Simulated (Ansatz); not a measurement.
CuI:
```yaml
crystal:
  lattice:
    - [0.00000, 3.01036, 3.01036]
    - [3.01036, 0.00000, 3.01036]
    - [3.01036, 3.01036, 0.00000]
  atoms:
    - { symbol: Cu, position: [0.75000, 0.75000, 0.75000] }
    - { symbol: I, position: [0.00000, 0.00000, 0.00000] }
```

Relaxed with r²SCAN. Special points in fractions of this cell's reciprocal vectors: Γ (0.000, 0.000, 0.000); X (0.500, 0.000, 0.500); U (0.625, 0.250, 0.625); K (0.375, 0.375, 0.750); L (0.500, 0.500, 0.500); W (0.500, 0.250, 0.750).

Problem. List the band energies nearest the valence-band maximum at these points for r²SCAN (plane waves, PAW; program Ansatz).

Solution. In eV from the valence-band maximum; about four levels below and three above (degenerate sets whole), none deeper than 8.9 eV; points with the same levels are listed once.

| k | below | above |
|---|---|---|
| Γ | -1.92 -1.92 0.00 0.00 0.00 | 1.67 5.24 5.24 5.24 |
| X | -1.85 -1.83 -1.57 -1.57 | 2.90 3.17 9.94 |
| U | -1.90 -1.78 -1.56 -1.31 | 3.36 4.98 8.04 |
| L | -1.89 -1.89 -1.85 -0.75 -0.75 | 2.56 5.75 5.75 |
| W | -1.99 -1.99 -1.83 -1.66 -1.31 | 4.87 4.98 6.52 |

Space group F-43m (zinc blende). The r²SCAN relaxation kept the symmetry of its start. No spin polarisation was allowed. Scalar-relativistic: spin–orbit coupling is off unless named, which matters more the heavier the elements.

Potentials: the earlier of the program's two PAW sets. The files were generated under PBE; for other functionals the program regenerates the frozen cores, and for LDA and PBEsol the local potential too.
